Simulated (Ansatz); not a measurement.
## Is this structure of Sb₂AsSe₂ stable?

Atoms and cell were relaxed at zero pressure (5.7 % in volume from the start). The relaxed cell:

```xyz
10
Lattice="0.0000 4.0860 0.0000 5.6585 -2.0430 -0.0874 0.1341 2.0430 -11.9458" Properties=species:S:1:pos:R:3 pbc="T T T"
Sb    4.3091    4.0860  -10.0751
Sb    1.4835    0.0000   -1.9581
Sb    1.3174    4.0860   -7.1998
Sb    4.4752    0.0000   -4.8334
As    4.5636    2.0430  -11.8928
As    1.2291    2.0430   -0.1404
Se    1.1898    2.0430   -9.2129
Se    4.6028    2.0430   -2.8203
Se    4.3839    2.0430   -6.9888
Se    1.4087    2.0430   -5.0444
```

Space group C2/m (No. 12); conventional cell a = 11.318 Å, b = 4.086 Å, c = 13.082 Å, α = 90.00°, β = 114.09°, γ = 90.00°.

All energies were calculated with Ansatz 0.2.0 (PBE; 420 eV; 6×6×6 Γ-centred mesh; fermi-dirac occupations of width 0.100 eV). Spin: none; no U, no spin-orbit coupling.

**Question.** Where does it lie against the elements?

**Answer.** -0.162 eV an atom at 0 K against the elements' lowest computed crystals and the free molecules of gases, with no empirical correction.

**Question.** Is it stable against splitting into other phases?

**Answer.** Among the phases that we computed and relaxed alike, the lowest mixture with other formulas is 7 % As + 27 % SbAs + 67 % Sb$_{2}$Se$_{3}$ (shares of atoms). The cell lies 16 meV an atom above it, too near to call.

The start was: a known structure type with other elements put in, at an estimated volume. An invented cell need not be a known compound.

Caveats: differences under 20 meV an atom lie within the error of meshes and cutoff; the relaxation keeps the start's symmetry, so a distorted cell may lie lower; no dispersion correction, which matters between weakly bound layers.
